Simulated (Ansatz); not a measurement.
Relaxed-ion elastic tensor of LiF (zinc blende, space group No. 216) in GPa (Voigt order), r²SCAN (plane waves, PAW; program Ansatz); density 2.18 g/cm³, 9.86 Å³ per atom.

```csv
,1,2,3,4,5,6
1,71.4,52.3,52.3,0.0,0.0,0.0
2,52.3,71.4,52.3,0.0,0.0,0.0
3,52.3,52.3,71.4,0.0,0.0,0.0
4,0.0,0.0,0.0,36.8,0.0,0.0
5,0.0,0.0,0.0,0.0,36.8,0.0
6,0.0,0.0,0.0,0.0,0.0,36.8
```

Q: Is the crystal mechanically stable?

A: Yes: the smallest eigenvalue of C is 19.1 GPa.

Q: Work out the Voigt, Reuss and Hill averages.

A: K_V = 58.7, K_R = 58.7, K_H = 58.7; G_V = 25.9, G_R = 17.2, G_H = 21.5 GPa.

Q: Give Young's modulus, Poisson's ratio, Pugh's ratio and the universal anisotropy index.

A: E = 9KG/(3K + G) = 57.5 GPa; ν = 0.34; K/G = 2.73 (ductile by the Pugh limit of 1.75); A_U = 5G_V/G_R + K_V/K_R − 6 = 2.54.

Q: Estimate the sound speeds and the Debye temperature.

A: v_l = √((K + 4G/3)/ρ) = 6320 m/s, v_t = √(G/ρ) = 3140 m/s, mean 3520 m/s; Θ = (h/k)(3n/4πV)^(1/3) v_m = 489 K.

Q: Give the Zener ratio and Young's modulus along [100], [110] and [111].

A: A = 2C44/(C11 − C12) = 3.86; 1/E = S11 − 2(S11 − S12 − S44/2)Γ with Γ = 0, 1/4, 1/3 gives 27.1, 57.4, 91.3 GPa.

Q: Solve the Christoffel equation for the three sound speeds along [100], [110], [111].

A: Eigenvalues of C_ijkl n_j n_l equal ρv² (piezoelectric stiffening left out). In km/s, slowest first: [100] 4.10, 4.10, 5.72; [110] 2.09, 4.10, 6.72; [111] 2.92, 2.92, 7.02.

Space group F-43m (zinc blende). The start of the workflow was typed in or built on a structure type; neither database checked (COD, Materials Project) lists it. It is not the phase usual at ambient conditions (space group No. 225). The cell was relaxed with r²SCAN under the symmetry of its start; whether a distortion lowers the energy is not shown.

Potentials: the earlier of the program's two PAW sets.
